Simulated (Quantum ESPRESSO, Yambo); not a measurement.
# RbO under isotropic strain

```
CELL_PARAMETERS angstrom
     -2.07869     2.96455     3.50515
      2.07869    -2.96455     3.50515
      2.07869     2.96455    -3.50515
ATOMIC_POSITIONS crystal
  O  0.62595 0.00000 0.62595
  O  0.37405 0.00000 0.37405
  Rb 0.25736 0.25736 0.00000
  Rb 0.74264 0.74264 0.00000
```

RbO (space group Immm, No. 71) under isotropic strain (on all lattice vectors), counted from the cell relaxed with PBEsol, atoms relaxed at each step. PBEsol (Quantum ESPRESSO, PseudoDojo norm-conserving, 84 Ry, no spin-orbit coupling); G0W0 and BSE in Yambo (4×4×4 Γ-centred k mesh, 126 bands and a 7 Ry block in the screening, 126 bands in G with the Bruneval-Gonze terminator, plasmon pole fitted at 27.2 eV; BSE 6×6×6 mesh, 4 valence and 6 conduction bands, static screening with 47 bands and a 4 Ry block, scissor from each state's G0W0).

```json
[
 {"strain (%)": "-3", "pressure (GPa)": "3.4", "PBEsol gap (eV)": "1.98", "kind": "indirect", "G0W0 direct gap (eV)": "4.04 at Γ", "lowest vertical BSE state (eV)": "not resolved", "RPA ε∞ along x": "–"},
 {"strain (%)": "-1.5", "pressure (GPa)": "1.5", "PBEsol gap (eV)": "1.90", "kind": "indirect", "G0W0 direct gap (eV)": "3.93 at Γ", "lowest vertical BSE state (eV)": "not resolved", "RPA ε∞ along x": "–"},
 {"strain (%)": "-0.7", "pressure (GPa)": "0.6", "PBEsol gap (eV)": "1.85", "kind": "indirect", "G0W0 direct gap (eV)": "3.88 at Γ", "lowest vertical BSE state (eV)": "not resolved", "RPA ε∞ along x": "–"},
 {"strain (%)": "0", "pressure (GPa)": "0.0", "PBEsol gap (eV)": "1.81", "kind": "indirect", "G0W0 direct gap (eV)": "3.83 at Γ", "lowest vertical BSE state (eV)": "not resolved", "RPA ε∞ along x": "–"},
 {"strain (%)": "+1", "pressure (GPa)": "-0.8", "PBEsol gap (eV)": "1.75", "kind": "indirect", "G0W0 direct gap (eV)": "3.75 at Γ", "lowest vertical BSE state (eV)": "not resolved", "RPA ε∞ along x": "–"},
 {"strain (%)": "+2", "pressure (GPa)": "-1.5", "PBEsol gap (eV)": "1.69", "kind": "indirect", "G0W0 direct gap (eV)": "3.68 at Γ", "lowest vertical BSE state (eV)": "2.30", "RPA ε∞ along x": "–"}
]
```

Between -0.7 % and +1 % the direct gap at Γ has a volume deformation potential dE/dlnV of -2.7 eV in PBEsol; the block changes size in that range, so no G0W0 slope is given.

GW, BSE and RPA settings are held fixed; their convergence isn't established. Strains are linear. The screening block changes size along the series (171 vectors at -3 %, 171 vectors at -1.5 %, 171 vectors at -0.7 %, 179 vectors at +0 %, 187 vectors at +1 %, 195 vectors at +2 %), which puts steps into the G0W0 values.  Axes are Cartesian, with cell vectors (Å) (-2.08, 2.96, 3.51), (2.08, -2.96, 3.51), (2.08, 2.96, -3.51).
